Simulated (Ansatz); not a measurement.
**Clamped-ion strain scan in Mg**

Theory: DFT PBEsol, scalar-relativistic, plane waves, PAW in Ansatz 0.2.0. Cutoff 420 eV, Γ-centred 18×18×18 k-points, Gaussian smearing of 0.15 eV. No spin polarisation. Energies are free energies at this smearing, counted from the undisturbed cell; pressure is positive in compression.

The undisturbed cell (as given, not relaxed at this level; it stands at 0.1 GPa; this fcc form isn't the usual structure):

```xyz
1
Lattice="0.0000 2.2443 2.2443 2.2443 0.0000 2.2443 2.2443 2.2443 0.0000" Properties=species:S:1:pos:R:3 pbc="T T T"
Mg    0.0000    0.0000    0.0000
```

The cell is strained by ε times the Voigt pattern (1, 1, 0, 0, 0, 0) (xx, yy, zz, yz, xz, xy; engineering shear) with fractional coordinates fixed. The cell is metallic on the mesh throughout.

```
      ε  ΔE (meV/atom)
-0.0600           49.3
-0.0450           26.9
-0.0300           11.8
-0.0150            3.1
 0.0000            0.0
 0.0150            1.8
 0.0300            8.2
 0.0450           18.5
 0.0525           25.0
 0.0600           32.4
```